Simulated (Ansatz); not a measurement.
Starting cell, Al (fcc, Cu type):

```xyz
4
Lattice="3.9907 0.0000 0.0000 0.0000 3.9907 0.0000 0.0000 0.0000 3.9907" Properties=species:S:1:pos:R:3 pbc="T T T"
Al     0.0000     0.0000     0.0000
Al     1.9954     1.9954     0.0000
Al     1.9954     0.0000     1.9954
Al     0.0000     1.9954     1.9954
```

In each cell atom 4 (Al, nearest neighbour Al at 2.822 Å; its periodic images, 4.0 Å or more away, move with it) moves by s·(0.707, 0.707, 0.000) (along Cartesian [110]), the rest being held.

Calculation: r2SCAN (plane waves to 500 eV, PAW, scalar-relativistic; Ansatz, a program for electronic structure). k mesh 9×9×9 (Γ-centred), Fermi-Dirac smearing 0.05 eV. The energy includes the smearing's −TS. With partly filled bands, energies and forces of such displacements shift with the k mesh and the smearing. On this mesh the relaxed cell isn't quite at rest: it carries a pressure of 0.3 GPa (compression positive) at the zero of the scan. Al was relaxed with its symmetry unable to fall. The PAW data are Ansatz's earlier set. ΔE is measured from the undisplaced structure. The last digit holds for this mesh only.

| s (Å) | ΔE (meV/cell) |
|---|---|
| -0.560 | 1041.1 |
| -0.448 | 622.9 |
| -0.336 | 332.4 |
| -0.224 | withheld |
| -0.112 | 34.7 |
| 0.000 | 0.0 |
| 0.112 | 34.7 |
| 0.224 | withheld |
| 0.336 | 332.4 |
| 0.448 | 622.9 |
| 0.560 | 1041.1 |

Question: Fit an even polynomial form (powers 2, 4, 6) to the given rows and predict ΔE at s = 0.224.

Answer: Least squares on the 9 given rows: ΔE = (2750)·s² + (1663)·s⁴ + (489.8)·s⁶, in meV/cell with s in Å; root-mean-square residual 0.04 meV/cell. At 0.224 the fit gives 142.2 meV/cell; the calculation gives 142.2 meV/cell, the same to the digits shown. The quadratic term alone would give 138.0 meV/cell.

(A displaced cell: forces are minus the slopes of the energy, force constants its curvatures, and phonons follow from these.)
